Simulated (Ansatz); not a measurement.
Ti4O3: one atom moved along a line

Level of theory: DFT PBEsol, scalar-relativistic, plane waves, PAW (Ansatz). Cutoff 420 eV, Γ-centred 14×14×14 k-points, Gaussian smearing of 0.15 eV. No spin polarisation. Energies are free energies at this smearing, counted from the undisturbed cell; pressure is positive in compression.

The starting cell (relaxed at this level; it needn't be the usual structure):

```xyz
7
Lattice="-2.1059 2.1059 4.1040 2.1059 -2.1059 4.1040 2.1059 2.1059 -4.1040" Properties=species:S:1:pos:R:3 pbc="T T T"
Ti    2.1059    0.0000    0.0000
Ti    0.0000    0.0000    2.1331
Ti    0.0000    2.1059    0.0000
Ti    0.0000    0.0000    6.0749
O     0.0000    2.1059    2.0520
O     0.0000    0.0000    0.0000
O     2.1059    0.0000    2.0520
```

Atom 5 (O) is moved by x along the Cartesian unit vector (0.000, 0.000, 1.000); the cell and all other atoms stay fixed. The cell is metallic on the mesh throughout.

Problem. Over the sampled range (-0.1000 to 0.0833), is the undisturbed cell the lowest point?

Solution. Yes, every other sampled point lies higher.

The scan:

```tsv
x (Å)	ΔE (meV/cell)
-0.1000	70.8
-0.0333	7.7
0.0000	0.0
0.0167	1.9
0.0500	17.5
0.0667	31.2
0.0833	48.9
```

Cost: 7 runs of about 6.1 core-minutes in all, on Intel Xeon 6975P-C (Granite Rapids) (shared hosts).